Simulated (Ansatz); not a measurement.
An Ansatz (a program for electronic structure) run. Input:

Ansatz 0.2 input:
```yaml
crystal:
  lattice:
    - [0.0, 4.0281820077, 4.0281820077]
    - [4.0281820077, 0.0, 4.0281820077]
    - [4.0281820077, 4.0281820077, 0.0]
  atoms:
    - { symbol: Ba, position: [0.75, 0.75, 0.75] }
    - { symbol: Ba, position: [0.25, 0.25, 0.25] }
    - { symbol: H, position: [0.7850005893, 0.7850005893, 0.2149994107] }
    - { symbol: H, position: [0.2149994107, 0.2149994107, 0.7850005893] }
    - { symbol: H, position: [0.2149994107, 0.7850005893, 0.7850005893] }
    - { symbol: H, position: [0.7850005893, 0.2149994107, 0.2149994107] }
    - { symbol: H, position: [0.7850005893, 0.2149994107, 0.7850005893] }
    - { symbol: H, position: [0.2149994107, 0.7850005893, 0.2149994107] }
    - { symbol: Os, position: [0.0, 0.0, 0.0] }
kpoints:
  mp_grid: { grid: [4, 4, 4] }
hamiltonian:
  xc: hse06
  pseudopotentials: { kind: paw }
scf:
  n_extra_bands: 9
  occupations: { method: fixed }
output:
  eigenvalues: true
  eigenstates:
    e_range: [-9.0, 11.4]
    kpoints:
      - [0.0, 0.0, 0.0]  # VBM
      - [0.0, 0.5, 0.5]  # CBM
      - [0.0, 0.0, 0.0]  # GAMMA
      - [0.5, 0.0, 0.5]  # X
      - [0.5, 0.5, 0.5]  # L
      - [0.5, 0.25, 0.75]  # W
      - [0.375, 0.375, 0.75]  # K
      - [0.625, 0.25, 0.625]  # U
```

Output (shortened):

```
Pseudopotential: Ba, paw, valence charge 10
Pseudopotential: H, paw, valence charge 1
Pseudopotential: Os, paw, valence charge 16
Functional definition: HSE06
davidson cushion auto → on  (no smearing: the cushion is to keep the highest requested band from converging to the state above it …
Crystal: 9 atoms, lattice volume = 130.725 Å³
Basis set: ecut = 420 eV, 2637 PW (Γ)
Bands: 30, of which v1, the nominal top of the filled ones, is band 21 counted from 1 (20 counted from 0)
Symmetry: 48 space group operations
Space group: Fm-3m (ITA 225), of the structure as read, at distance tolerance 5.1e-5 Å
k-points: 8 of 64
SCF iter   1: F=—  HF=-23383.679555 eV  |F-HF|=—  |Δ(HF+E_count)|=         —  Δρ=3.75e-3  dr2=2.77e-2  ethr=1.77e-3  ⟨swp⟩=12.2  Hψ=1493  notcnv=0
preconditioner: auto → none
SCF iter   2: F=—  HF=-23383.688244 eV  |F-HF|=—  |Δ(HF+E_count)|=   8.69e-3  Δρ=4.48e-3  dr2=6.08e-2  ethr=6.60e-5  ⟨swp⟩=5.8  Hψ=821  notcnv=0
iter 3 solved again at ethr=5.32e-6 eV; its pass at ethr=6.60e-5 eV (dr2=2.24e-3 eV) is discarded
SCF iter   3: F=—  HF=-23383.678742 eV  |F-HF|=—  |Δ(HF+E_count)|=   9.50e-3  Δρ=1.17e-3  dr2=2.29e-3  ethr=5.32e-6  ⟨swp⟩=4.6  Hψ=1282  notcnv=0  defer=4
SCF iter   4: F=-23383.679202 eV  HF=-23383.679168 eV  |F-HF|=3.48e-5  |Δ(HF+E_count)|=   4.25e-4  Δρ=2.50e-4  dr2=7.93e-5  ethr=5.32e-6  ⟨swp⟩=3.8  Hψ=589  notcnv=0  defer=1
SCF 1 stopped early in 4 iterations: F = -23383.679202 eV  dr2 = 7.93e-5
Crystal: 9 atoms, lattice volume = 130.725 Å³
Exchange kernel: α = 0.2500, screened, ω = 0.2079 Å⁻¹, Wigner–Seitz truncation, v(0) = 1046.3168 eV·Å³, q-mesh 4×4×4, nearest image of the exchange supercell L …
Frozen-core exchange: fock
SCF iter   1: F=—  HF=-23395.715542 eV  |F-HF|=—  |Δ(HF+E_count)|=         —  Δρ=5.45e-3  dr2=8.66e-2  ethr=1.89e-6  ⟨swp⟩=9.8  Hψ=1485  notcnv=0
preconditioner: auto → none
SCF iter   2: F=—  HF=-23395.717723 eV  |F-HF|=—  |Δ(HF+E_count)|=   2.18e-3  Δρ=6.13e-3  dr2=1.16e-1  ethr=1.89e-6  ⟨swp⟩=8.1  Hψ=1307  notcnv=0
SCF iter   3: F=—  HF=-23395.696054 eV  |F-HF|=—  |Δ(HF+E_count)|=   2.17e-2  Δρ=1.77e-3  dr2=3.08e-3  ethr=1.89e-6  ⟨swp⟩=6.0  Hψ=1026  notcnv=0
SCF iter   4: F=—  HF=-23395.709462 eV  |F-HF|=—  |Δ(HF+E_count)|=   1.34e-2  Δρ=1.04e-3  dr2=6.39e-4  ethr=1.89e-6  ⟨swp⟩=5.4  Hψ=958  notcnv=0
SCF iter   5: F=—  HF=-23395.709309 eV  |F-HF|=—  |Δ(HF+E_count)|=   1.53e-4  Δρ=2.98e-4  dr2=8.78e-5  ethr=1.41e-6  ⟨swp⟩=3.2  Hψ=586  notcnv=0
SCF iter   6: F=—  HF=-23395.709735 eV  |F-HF|=—  |Δ(HF+E_count)|=   4.26e-4  Δρ=1.76e-4  dr2=1.82e-5  ethr=9.36e-8  ⟨swp⟩=5.5  Hψ=911  notcnv=0
SCF iter   7: F=-23395.709729 eV  HF=-23395.709729 eV  |F-HF|=3.49e-8  |Δ(HF+E_count)|=   6.05e-6  Δρ=1.26e-5  dr2=1.70e-6  ethr=3.97e-8  ⟨swp⟩=3.0  Hψ=569  notcnv=0
SCF 2 stopped early in 7 iterations: F = -23395.709729 eV  dr2 = 1.70e-6
hybrid outer 1: dexx = +1.663e-2 eV, tail = 3.83e-5 eV
Crystal: 9 atoms, lattice volume = 130.725 Å³
Exchange kernel: α = 0.2500, screened, ω = 0.2079 Å⁻¹, Wigner–Seitz truncation, v(0) = 1046.3168 eV·Å³, q-mesh 4×4×4, nearest image of the exchange supercell L …
Frozen-core exchange: fock
SCF iter   1: F=—  HF=-23395.709597 eV  |F-HF|=—  |Δ(HF+E_count)|=         —  Δρ=5.28e-5  dr2=1.58e-6  ethr=4.56e-7  ⟨swp⟩=5.5  Hψ=708  notcnv=0
preconditioner: auto → none
iter 2 solved again at ethr=2.37e-10 eV; its pass at ethr=2.82e-9 eV (dr2=9.94e-8 eV) is discarded
SCF iter   2: F=—  HF=-23395.709597 eV  |F-HF|=—  |Δ(HF+E_count)|=   9.08e-8  Δρ=1.85e-5  dr2=2.00e-7  ethr=2.37e-10  ⟨swp⟩=2.9  Hψ=1393  notcnv=0
SCF iter   3: F=-23395.709597 eV  HF=-23395.709597 eV  |F-HF|=3.69e-8  |Δ(HF+E_count)|=   7.70e-7  Δρ=6.35e-6  dr2=5.47e-8  ethr=2.37e-10  ⟨swp⟩=6.4  Hψ=911  notcnv=0  defer=2
SCF 3 converged in 3 iterations: F = -23395.709597 eV  dr2 = 5.47e-8
hybrid outer 2: dexx = +1.238e-6 eV, tail = 1.31e-7 eV, Δε = 1.08e-3 eV (about 6.68e-5 eV left of the loop's levels)
NSCF: frozen V_eff on 8 k-points
hybrid SCF converged: 2 outer / 10 inner (+4 warm-up), last move |dexx| = 1.24e-6 eV, tail = 1.31e-7 eV
Stability not checked (fock_operator)
Free energy (F): -23395.709598 eV
Frozen-core exchange: fock
Harris-Foulkes:  -23395.709598 eV  (|F-HF|=3.69e-8)
Internal energy: -23395.709598 eV  (E = F + TS)
E sigma→0 (E₀):  -23395.709598 eV
Fermi energy:    6.673602 eV
--- Per-component energies (eV) ---
  E_band       = -480.466760
  E_kinetic    = 982.872407
  E_local      = -2887.417667  (includes V_loc(G=0)·N_el)
  E_nonlocal   = 120.802864
  E_hartree    = 1143.279310
  E_xc         = -529.161867
  E_vxc        = -502.317210  (∫ρ·V_xc dr)
  E_exx        = -100.389158  (= α·E_x^exact, valence–valence)
  E_paw        = -19508.348029  (= ΣΔE_a)
  E_vpaw       = -280.188149  (= ΣTr[D̂ρ^β])
  E_aug_tail   = -0.006893  (compensation charges beyond the density's cutoff)
  E_ewald      = -2614.662124
  E_core_change = -2.678439  (= ΣΔE_core)
  E_smearing   =  0.000000  (= −TS)
  E_closure    = 0.000000  (closes the sum)
  Σ components = -23395.709598   (vs F -23395.709598, Δ=0.00e0)
  [band-id]    e_kinetic+e_local+e_nonlocal+2·e_hartree+e_vxc+2·e_exx+e_vpaw+e_augmentation_tail = -480.474345   (vs E_band -480.466760, Δ=-7.58e-3)
--- Band table (eV; the first three rows and the last of 8) ---
  k-point 0: bands = ["-80.7524", "-38.8990", "-38.8990", "-38.8990", "-21.8858", "-21.7169", "-6.2866", "-6.2866", "-6.2866", "-5.7661", "-5.7661", "-5.7661", "-0.1535", "2.2394", "2.2394", "3.7571", "3.7571", "3.7571", "6.6736", "6.6736", "6.6736", …
  k-point 1: bands = ["-80.7524", "-38.8991", "-38.8991", "-38.8990", "-21.8592", "-21.7404", "-6.2691", "-6.2274", "-6.2274", "-5.9617", "-5.8634", "-5.8634", "0.3551", "2.2722", "2.2722", "3.7008", "4.1280", "4.1280", "6.4901", "6.5860", "6.5860", …
  k-point 2: bands = ["-80.7524", "-38.8992", "-38.8992", "-38.8989", "-21.7992", "-21.7972", "-6.2530", "-6.1374", "-6.0687", "-6.0687", "-6.0593", "-6.0593", "0.8879", "2.3142", "2.3142", "3.7254", "4.5515", "4.5515", "6.1872", "6.4645", "6.4645", …
  k-point 7: bands = ["-80.7524", "-38.8992", "-38.8991", "-38.8991", "-21.7966", "-21.7966", "-6.6323", "-6.5202", "-6.0880", "-6.0880", "-5.6784", "-5.6587", "1.1013", "2.1627", "2.4562", "4.1815", "4.1815", "4.8979", "6.2862", "6.2862", "6.3954", "9.7737", …
```

Cost: around 4 core-minutes (rough) on shared cores.

The points marked VBM and CBM come from a semilocal run.

The workflow started from a Materials Project entry (that database holds measured and hypothetical structures alike); the Crystallography Open Database copy checked does not list it. Whether it is the stable phase at ambient conditions was not checked. Symmetry was held in the r²SCAN relaxation; its stability against distortions is not shown here. No spin polarisation was allowed. Spin–orbit coupling is left out wherever it is not named.

Potentials: the later of the program's two PAW sets.

Ansatz is a plane-wave DFT program.
